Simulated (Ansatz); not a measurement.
KRb3: how the energy converges with the cutoff

KRb3, P1, a = 7.074 Å, b = 7.212 Å, c = 7.251 Å, α, β, γ = 90.0°, 90.0°, 89.3°. Ansatz: PBEsol, PAW, cutoff varied, Γ-centred 4×4×4 mesh on 4 atoms, Gaussian smearing 0.10 eV; no spin polarisation. Single points at one geometry with displaced atoms, the cutoff alone changed; ΔE is the energy at zero smearing over the run at 600 eV (runs within 0.3 meV/atom of it are left out). The runs up to 350 eV lie under the cutoff recommended for these PAW datasets.

```
cutoff (eV)  ΔE (meV/atom)
        200              ?
        250          40.41
        300           3.79
        350           0.30
```

Question: Assume ΔE falls exponentially with the cutoff, fit y = ln ΔE against x, the cutoff in eV, to the other rows, and predict the missing value.

Answer: y = 3.699, 1.332, -1.204. Means x = 300.0, y = 1.2757; Σ(Δx)² = 5000, ΣΔxΔy = -245.1; the slope is their ratio. y = 15.98 − 0.04903 x, a factor of ten per 47 eV. At 200 eV this gives ΔE = 480.10 meV/atom. The run gave 323.10, a ratio of 1.49. Between neighbouring rows the decay runs from a factor of ten per 45 eV to one per 55 eV, so one exponential is only a rough guide.